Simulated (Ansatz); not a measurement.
Energy against volume for TiCo2 (cubic Laves, MgCu2 type)

TiCo₂ (cubic Laves, MgCu2 type), conventional cell a = 6.5532 Å, b = 6.5532 Å, c = 6.5532 Å, α = 90.00°, β = 90.00°, γ = 90.00°. The calculation uses the primitive cell of 6 atoms, to which meshes and values per cell refer.

E(V) scan at fixed shape, V₀ the volume above. Symmetry pins the atoms to their sites.

The numbers are results of PBEsol (plane waves to 420 eV, PAW, scalar-relativistic; Ansatz, a program for electronic structure), not measurements. k mesh 12×12×12 (Γ-centred), Fermi-Dirac smearing 0.05 eV. E stands for the smeared free energy. Stress and pressure are positive under compression. TiCo2 is run without spin polarisation. TiCo2 was relaxed with its symmetry unable to fall. ΔE is measured from the relaxed starting cell.

```
V/V₀   ΔE (meV/atom)  P (GPa)
-----  -------------  -------
0.940             34     16.4
0.952             21     12.7
0.964             12      9.2
0.976              5      5.9
0.988              1      2.9
1.000              0      0.0
1.012              1     -2.7
1.024              5     -5.2
1.036             10     -7.6
1.048             18     -9.8
1.060             27    -11.8
```

Derived quantities:

```
Property                                                   Value
-------------------------------------------------  -------------
Pressure at the smallest volume                         16.4 GPa
Energy cost of the largest compression               34 meV/atom
Energy cost of the largest expansion                 27 meV/atom
Bulk modulus B₀ (third-order Birch-Murnaghan fit)        231 GPa
Pressure derivative B₀′ (fit)                                4.4
Equilibrium volume of the fit                      11.73 Å³/atom
Pressure for 5 % compression (fit)                      13.3 GPa
```

(A scan under strain: stresses follow from slopes of the energy per volume, elastic moduli from its curvatures.)
